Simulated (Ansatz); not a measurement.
**P: Electric field gradients**

The cell is a COD entry, ions relaxed with PBE at fixed cell.

```xyz
4
Lattice="1.6550 -5.2500 0.0000 1.6550 5.2500 0.0000 0.0000 0.0000 4.3800" Properties=species:S:1:pos:R:3 pbc="T T T"
P     1.6550    4.1769    4.0311
P     1.6550   -1.0731    2.5389
P     1.6550   -4.1769    0.3489
P     1.6550    1.0731    1.8411
```

Atoms are numbered from 1 in the order listed; like atoms form one site, named after its first atom.

All values are calculated (Ansatz; DFT, PBE, plane waves and PAW (field gradients read without the response of the frozen cores, which leaves them typically 4 to 6 % off), scalar-relativistic, 420 eV cutoff, Γ-centred 9×9×6 k-points, Fermi–Dirac smearing 0.05 eV), not measured.

Conventions: |V_zz| ≥ |V_yy| ≥ |V_xx|, η = (V_xx − V_yy)/V_zz, C_Q = eQV_zz/h.

(1) Which values are expected at the nuclei?

## Answers

(1) 

```json
{"site": "P", "atoms (order as listed)": "1, 2, 3, 4", "first shell": "3 P at 2.23–2.26 Å", "V_xx, V_yy, V_zz (10²¹ V/m²)": "3.38, 3.83, -7.21", "η": "0.06", "C_Q (MHz)": "–"}
```

The structure holds P–P bonds (2.23 Å). At P V_zz stands upright on the plane through its three neighbours (within 6°).

P has no stable isotope with a ground-state quadrupole moment in the table, so no C_Q is given.

With no gap above 0.1 eV, as in a metal, the gradients converge slowly in k; expect changes of a tenth or more on a denser mesh. Semilocal functionals make gaps too small and can close them, so the real compound need not be a metal.
